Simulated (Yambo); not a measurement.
Yambo input for LiBr (wurtzite, space group P6_3mc, No. 186) under biaxial strain of -1 % along x and y, z relaxed (a = b = 4.0933 Å, c = 6.6846 Å, α = β = 90.00°, γ = 120.00°), on PBEsol (pw.x of Quantum ESPRESSO, ONCV potentials, scalar-relativistic) wavefunctions on a 9×9×4 mesh:

```
optics
chi
dipoles
kernel
FFTGvecs= 40 Ry
Chimod= "HARTREE"
NGsBlkXd= 4 Ry
% QpntsRXd
 1 | 1 |
%
% BndsRnXd
 3 | 67 |
%
GrFnTpXd= "R"
% EnRngeXd
 0.0 | 20.0 | eV
%
% DmRngeXd
 0.2 | 0.2 | eV
%
CGrdSpXd= 50
ETStpsXd= 161
% LongDrXd
 0.0 | 0.0 | 1.0 |
%
```

First lines of the file o-*.eps_q1_inv_rpa_dyson:

```
Absorption @ Q(1):   0.00000000     0.00000000     1.00000000    [q->0 direction]
#
# [ X ] Hartree size     :  111
# [GEN] GF Energies     : Perdew, Burke & Ernzerhof SOL(X)+Perdew, Burke & Ernzerhof SOL(C)
# [GEN] Green`s Function     : Retarded
#
# [GEN] Gauge     : Length
# [GEN] [r,Vnl] included     : yes
#
#    E[1] [eV]     Im(eps)     Re(eps)     Im(eps_o)     Re(eps_o)
#
     0.000000     0.14251E-15     2.650097     -0.20198E-17     3.185512
     0.125000     0.001087     2.650436     0.001533     3.185990
     0.250000     0.002178     2.651453     0.003072     3.187424
     0.375000     0.003276     2.653152     0.004620     3.189821
     0.500000     0.004385     2.655539     0.006184     3.193186
     0.625000     0.005509     2.658621     0.007768     3.197533
     0.750000     0.006652     2.662409     0.009378     3.202874
     0.875000     0.007817     2.666916     0.011021     3.209228
     1.000000     0.009010     2.672157     0.012701     3.216617
     1.125000     0.010235     2.678151     0.014426     3.225066
     1.250000     0.011497     2.684919     0.016202     3.234605
     1.375000     0.012802     2.692486     0.018038     3.245269
     1.500000     0.014155     2.700879     0.019941     3.257095
     1.625000     0.015564     2.710132     0.021920     3.270129
     1.750000     0.017035     2.720279     0.023986     3.284421
     1.875000     0.018577     2.731364     0.026150     3.300027
     2.000000     0.020199     2.743431     0.028423     3.317013
     2.125000     0.021912     2.756535     0.030822     3.335449
     2.250000     0.023728     2.770733     0.033360     3.355418
     2.375000     0.025660     2.786094     0.036057     3.377012
     2.500000     0.027724     2.802693     0.038935     3.400335
     2.625000     0.029940     2.820618     0.042017     3.425504
     2.750000     0.032329     2.839968     0.045334     3.452654
     2.875000     0.034918     2.860857     0.048919     3.481939
     3.000000     0.037738     2.883415     0.052813     3.513534
     3.125000     0.040829     2.907795     0.057067     3.547643
     3.250000     0.044239     2.934175     0.061743     3.584503
     3.375000     0.048028     2.962763     0.066916     3.624389
     3.500000     0.052274     2.993810     0.072685     3.667629
     3.625000     0.057080     3.027616     0.079175     3.714613
     3.750000     0.062582     3.064546     0.086555     3.765815
     3.875000     0.068972     3.105056     0.095058     3.821816
     4.000000     0.076528     3.149718     0.105013     3.883341
```
(The file goes on to the top of the energy range.) Convergence of the RPA response with its 9×9×4 mesh was not tested.

Spin-orbit coupling is not included.

This is not the ordinary phase of the substance; no match was found in the copy of COD used, and its stability was not checked.
